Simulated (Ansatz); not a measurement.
BAs in space group P6_422 (No. 181; B on 3c, As on 3d), plane-wave PAW PBE (Ansatz code), all energies at zero smearing, with the estimated change up to a 700 eV cutoff added, with one set of potentials and settings (totals compare only within such a set). Cell of 6 atoms (3 B, 3 As): -15033.661 eV.

| element | reference phase | E (eV/atom) |
|---|---|---|
| B | R-3m, 12 atoms in the cell | -155.9170 |
| As | R-3m, 2 atoms in the cell | -4856.1443 |

Formation energy per atom, worked out: (-15033.661 − 3×(-155.9170) − 3×(-4856.1443))/6 = 0.421 eV/atom (41 kJ per mol of atoms), at 0 K, without zero-point energy or fitted corrections.

The start of the workflow was typed in or built on a structure type; neither database checked (COD, Materials Project) lists it. It is not the phase usual at ambient conditions (space group No. 216). Symmetry was held in the PBE relaxation; its stability against distortions is not shown here. Its formation energy is positive at this level, so the cell may be metastable or incomplete. The references are the lowest solids computed at this level, not always the standard phases.

Potentials: the earlier of the program's two PAW sets.
